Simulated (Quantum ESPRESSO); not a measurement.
BaZrO$_{3}$, space group Pm-3m (No. 221):

```yaml
crystal:
  lattice:
    - [4.19134, 0.00000, 0.00000]
    - [0.00000, 4.19134, 0.00000]
    - [0.00000, 0.00000, 4.19134]
  atoms:
    - { symbol: O, position: [0.00000, 0.50000, 0.50000] }
    - { symbol: O, position: [0.50000, 0.00000, 0.50000] }
    - { symbol: O, position: [0.50000, 0.50000, 0.00000] }
    - { symbol: Ba, position: [0.00000, 0.00000, 0.00000] }
    - { symbol: Zr, position: [0.50000, 0.50000, 0.50000] }
```
The cell was made here from an entry of the Crystallography Open Database (unchecked): atoms relaxed with PBE in the measured cell (PBE without dispersion, pw.x of a modified build of Quantum ESPRESSO, symmetry kept).  Stability against distortions was not tested. The run has no spin polarisation.

```tsv
site	Wyckoff letter	site symmetry
O	c	4/mmm
Ba	a	m-3m
Zr	b	m-3m
```

Cores are frozen. Against all-electron runs on small test molecules, this scheme's |Vzz| missed by −2 to +6 % on O.

### Question
Where does symmetry force the field gradient to vanish or to be axial, and what does a PBE PAW density (pw.x of Quantum ESPRESSO, JTH datasets) with the all-electron reconstruction of Petrilli and co-workers give?

### Answer
```tsv
site	by symmetry	Vzz (a.u.)	η_Q
O	axial, η = 0 (an axis of order 3 or more)	-0.149	0.00
Ba	vanishes (cubic site)	0	–
Zr	vanishes (cubic site)	0	–
```
